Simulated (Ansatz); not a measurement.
**HfN: energy along a strain**

HfN, Fm-3m, a = 4.518 Å (as given, not relaxed at this level: 1.4 GPa). Ansatz: r2SCAN, PAW, 500 eV, Γ-centred 18×18×18 mesh on 2 atoms, Gaussian smearing 0.15 eV; no spin polarisation. Cell vectors (Å): 0.000 2.259 2.259; 2.259 0.000 2.259; 2.259 2.259 0.000. The cell is strained by x per cent times the pattern (1 -1 0 0 0 0) in the order xx yy zz yz xz xy (engineering shears), with fractional coordinates held. y is the free energy over the start, V0 = 11.528 Å³/atom. Symmetry makes y even in x.

```
x (%) y (meV/atom)
-2.00             ?
-1.00          3.52
 0.00          0.00
 0.25          0.22
 0.50          0.88
 0.75          1.98
 1.25          5.50
 1.50          7.94
 1.75         10.84
```

**Question.** Fit y = c2 x² + c4 x⁴ to the other rows, get the stiffness along the pattern, and predict the missing energy.

**Answer.** Least squares on the rows shown. y = 3.506 x² + 0.01076 x⁴. The clamped-ion stiffness p·C·p = 2 × 35.06 eV × 160.2 / 11.528 Å³ = 974 GPa (second derivative at the start, which stands under stress). At x = -2.00 the fit asked for gives 14.20 meV/atom. The run gave 14.20 meV/atom, the same to the digits shown.

The cell has an odd number of electrons and ran without spin polarisation, so a magnetic or disproportionated state may lie lower. Spin–orbit coupling is left out, which can shift energies with elements as heavy as these.